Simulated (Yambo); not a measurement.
Optical response of RbLuO2 at -1.5 % isotropic strain

```xyz
4
Lattice="1.6656 0.9616 6.3290 -1.6656 0.9616 6.3290 0.0000 -1.9233 6.3290" Properties=species:S:1:pos:R:3 pbc="T T T"
O      0.0000     0.0000    14.6956
O      0.0000     0.0000     4.2913
Rb     0.0000     0.0000     0.0000
Lu     0.0000     0.0000     9.4935
```

Yambo, RPA with local fields on PBEsol bands shifted by a G0W0 scissor of 0.73 eV; 6×6×6 mesh, 59 bands, 4 Ry local-field block, 0.2 eV broadening; field along x.

```json
[
 {"E (eV)": "0.0", "Im ε": "0.00", "Re ε": "3.87", "Im ε, independent particles": "0.00"},
 {"E (eV)": "0.5", "Im ε": "0.01", "Re ε": "3.88", "Im ε, independent particles": "0.01"},
 {"E (eV)": "1.0", "Im ε": "0.02", "Re ε": "3.90", "Im ε, independent particles": "0.02"},
 {"E (eV)": "1.5", "Im ε": "0.03", "Re ε": "3.96", "Im ε, independent particles": "0.03"},
 {"E (eV)": "2.0", "Im ε": "0.04", "Re ε": "4.03", "Im ε, independent particles": "0.04"},
 {"E (eV)": "2.5", "Im ε": "0.05", "Re ε": "4.15", "Im ε, independent particles": "0.06"},
 {"E (eV)": "3.0", "Im ε": "0.08", "Re ε": "4.31", "Im ε, independent particles": "0.09"},
 {"E (eV)": "3.5", "Im ε": "0.13", "Re ε": "4.56", "Im ε, independent particles": "0.15"},
 {"E (eV)": "4.0", "Im ε": "0.30", "Re ε": "4.99", "Im ε, independent particles": "0.34"},
 {"E (eV)": "4.5", "Im ε": "1.05", "Re ε": "5.23", "Im ε, independent particles": "1.15"},
 {"E (eV)": "5.0", "Im ε": "1.42", "Re ε": "5.04", "Im ε, independent particles": "1.60"},
 {"E (eV)": "5.5", "Im ε": "1.52", "Re ε": "5.50", "Im ε, independent particles": "1.74"},
 {"E (eV)": "6.0", "Im ε": "2.92", "Re ε": "4.66", "Im ε, independent particles": "3.27"},
 {"E (eV)": "6.5", "Im ε": "2.70", "Re ε": "4.10", "Im ε, independent particles": "3.09"},
 {"E (eV)": "7.0", "Im ε": "2.98", "Re ε": "4.34", "Im ε, independent particles": "3.53"},
 {"E (eV)": "7.5", "Im ε": "2.99", "Re ε": "3.32", "Im ε, independent particles": "3.34"},
 {"E (eV)": "8.0", "Im ε": "2.93", "Re ε": "3.41", "Im ε, independent particles": "3.23"},
 {"E (eV)": "8.5", "Im ε": "2.85", "Re ε": "3.54", "Im ε, independent particles": "3.22"},
 {"E (eV)": "9.0", "Im ε": "3.51", "Re ε": "3.39", "Im ε, independent particles": "3.94"},
 {"E (eV)": "9.5", "Im ε": "3.61", "Re ε": "2.48", "Im ε, independent particles": "3.90"},
 {"E (eV)": "10.0", "Im ε": "3.29", "Re ε": "2.76", "Im ε, independent particles": "3.59"},
 {"E (eV)": "10.5", "Im ε": "4.08", "Re ε": "2.14", "Im ε, independent particles": "4.66"},
 {"E (eV)": "11.0", "Im ε": "4.00", "Re ε": "1.49", "Im ε, independent particles": "4.59"},
 {"E (eV)": "11.5", "Im ε": "3.45", "Re ε": "0.80", "Im ε, independent particles": "4.24"},
 {"E (eV)": "12.0", "Im ε": "3.13", "Re ε": "0.79", "Im ε, independent particles": "3.72"},
 {"E (eV)": "12.5", "Im ε": "2.66", "Re ε": "0.63", "Im ε, independent particles": "3.21"},
 {"E (eV)": "13.0", "Im ε": "2.70", "Re ε": "0.75", "Im ε, independent particles": "3.14"},
 {"E (eV)": "13.5", "Im ε": "2.24", "Re ε": "0.61", "Im ε, independent particles": "2.69"},
 {"E (eV)": "14.0", "Im ε": "2.28", "Re ε": "0.77", "Im ε, independent particles": "2.85"},
 {"E (eV)": "14.5", "Im ε": "2.43", "Re ε": "0.92", "Im ε, independent particles": "3.10"},
 {"E (eV)": "15.0", "Im ε": "2.14", "Re ε": "0.23", "Im ε, independent particles": "2.66"},
 {"E (eV)": "15.5", "Im ε": "1.82", "Re ε": "0.34", "Im ε, independent particles": "2.40"},
 {"E (eV)": "16.0", "Im ε": "1.69", "Re ε": "0.35", "Im ε, independent particles": "2.33"},
 {"E (eV)": "16.5", "Im ε": "1.59", "Re ε": "0.57", "Im ε, independent particles": "2.26"},
 {"E (eV)": "17.0", "Im ε": "1.64", "Re ε": "0.35", "Im ε, independent particles": "2.30"},
 {"E (eV)": "17.5", "Im ε": "1.53", "Re ε": "0.20", "Im ε, independent particles": "2.15"},
 {"E (eV)": "18.0", "Im ε": "1.39", "Re ε": "0.35", "Im ε, independent particles": "2.35"},
 {"E (eV)": "18.5", "Im ε": "1.20", "Re ε": "0.30", "Im ε, independent particles": "1.84"},
 {"E (eV)": "19.0", "Im ε": "1.03", "Re ε": "0.46", "Im ε, independent particles": "1.75"},
 {"E (eV)": "19.5", "Im ε": "1.02", "Re ε": "0.55", "Im ε, independent particles": "1.62"},
 {"E (eV)": "20.0", "Im ε": "1.21", "Re ε": "0.56", "Im ε, independent particles": "1.57"}
]
```

Peak heights and small wiggles depend on the k mesh. Convergence of the RPA response with its 6×6×6 mesh was not tested. The scissor comes from a G0W0 run whose convergence isn't established. No excitonic effects at this level.

The 4f states are in the valence at their DFT position.

Geometry strained from the cell relaxed with PBEsol, atoms relaxed again.
